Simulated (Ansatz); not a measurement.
Q: Each is relaxed and computed with the program Ansatz at the PBEsol level (PAW). Which is the only metal?
A. WO3, P2_1/c (W on 4e, O on 4e, O on 4e, O on 4e)
B. B4C, R-3m (B on 18h, B on 18h, C on 6c, C on 3b)
C. W2C, Pbcn (W on 8d, C on 4c)
D. LaWN3, R3c (La on 6a, W on 6a, N on 18b)

A: C, W2C, Pbcn (W on 8d, C on 4c). W2C: metal; WO3: gap 1.66 eV; LaWN3: gap 0.98 eV (indirect); B4C: gap 1.46 eV (indirect). Standing as an ambient phase not checked: W2C, Pbcn (W on 8d, C on 4c); WO3, P2_1/c (W on 4e, O on 4e, O on 4e, O on 4e); LaWN3, R3c (La on 6a, W on 6a, N on 18b); B4C, R-3m (B on 18h, B on 18h, C on 6c, C on 3b). All cells were relaxed under the symmetry of their starts (and spin orders); stability against distortions was not tested throughout. Rows with no word on spin ran without spin polarisation. Spin–orbit coupling is left out wherever it is not named.

Potentials: the later of the program's two PAW sets.
